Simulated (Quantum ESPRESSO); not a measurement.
## Band energies of NaI at -0.7 % isotropic strain

```
CELL_PARAMETERS angstrom
      0.00000     3.17793     3.17793
      3.17793     0.00000     3.17793
      3.17793     3.17793     0.00000
ATOMIC_POSITIONS crystal
  Na 0.00000 0.00000 0.00000
  I  0.50000 0.50000 0.50000
```

norm-conserving PBEsol (Quantum ESPRESSO, 88 Ry, without SOC); path ΓXWKΓLUWLK,UX; energies in eV from the valence-band maximum.

```csv
k (1/Å),point,band 4,band 5,band 6,band 7,band 8,band 9,band 10,band 11
0.00,Γ,-22.24,-11.21,0.00,0.00,0.00,3.65,7.88,7.88
0.33,,-22.24,-11.10,-0.81,-0.24,-0.24,4.83,6.79,8.08
0.66,,-22.24,-10.87,-1.78,-0.65,-0.65,5.08,5.71,8.36
0.99,X,-22.24,-10.75,-2.12,-0.83,-0.83,4.48,5.33,10.06
1.48,W,-22.24,-10.74,-1.58,-1.58,-1.04,5.92,7.44,7.44
1.83,K,-22.24,-10.75,-1.84,-1.50,-0.67,5.18,6.65,8.78
2.15,,-22.24,-10.84,-1.88,-1.18,-0.36,6.11,7.07,7.45
2.46,,-22.24,-11.04,-1.26,-0.44,-0.11,5.22,7.05,7.84
2.88,Γ,-22.24,-11.21,0.00,0.00,0.00,3.65,7.88,7.88
3.20,,-22.24,-11.10,-0.98,-0.11,-0.11,4.64,7.37,8.10
3.52,,-22.24,-10.90,-2.15,-0.28,-0.28,5.01,7.59,7.59
3.74,L,-22.24,-10.84,-2.42,-0.32,-0.32,4.96,7.44,7.44
3.84,,-22.24,-10.84,-2.39,-0.40,-0.34,5.09,7.24,7.52
4.24,,-22.24,-10.76,-1.86,-1.48,-0.61,5.37,6.96,8.37
4.34,U,-22.24,-10.75,-1.84,-1.50,-0.67,5.18,6.65,8.78
4.58,,-22.24,-10.74,-1.72,-1.49,-0.95,5.74,6.92,8.04
4.69,W,-22.24,-10.74,-1.58,-1.58,-1.04,5.92,7.44,7.44
4.89,,-22.24,-10.76,-1.85,-1.39,-0.79,6.03,6.75,7.79
5.19,,-22.24,-10.82,-2.32,-0.62,-0.39,5.41,6.86,7.75
5.39,L,-22.24,-10.84,-2.42,-0.32,-0.32,4.96,7.44,7.44
5.56,,-22.24,-10.83,-2.34,-0.55,-0.37,5.31,6.98,7.66
5.82,,-22.24,-10.77,-1.98,-1.31,-0.56,5.54,6.98,8.23
6.00,K,-22.24,-10.75,-1.84,-1.50,-0.67,5.18,6.65,8.78
6.00,U,-22.24,-10.75,-1.84,-1.50,-0.67,5.18,6.65,8.78
6.35,X,-22.24,-10.75,-2.12,-0.83,-0.83,4.48,5.33,10.06
```

The PBEsol gap is direct, 3.65 eV at Γ.

Spin-orbit coupling is left out, which matters for elements this heavy: edges can move by tenths of an eV.

Geometry strained from the cell relaxed with PBEsol, atoms relaxed again.
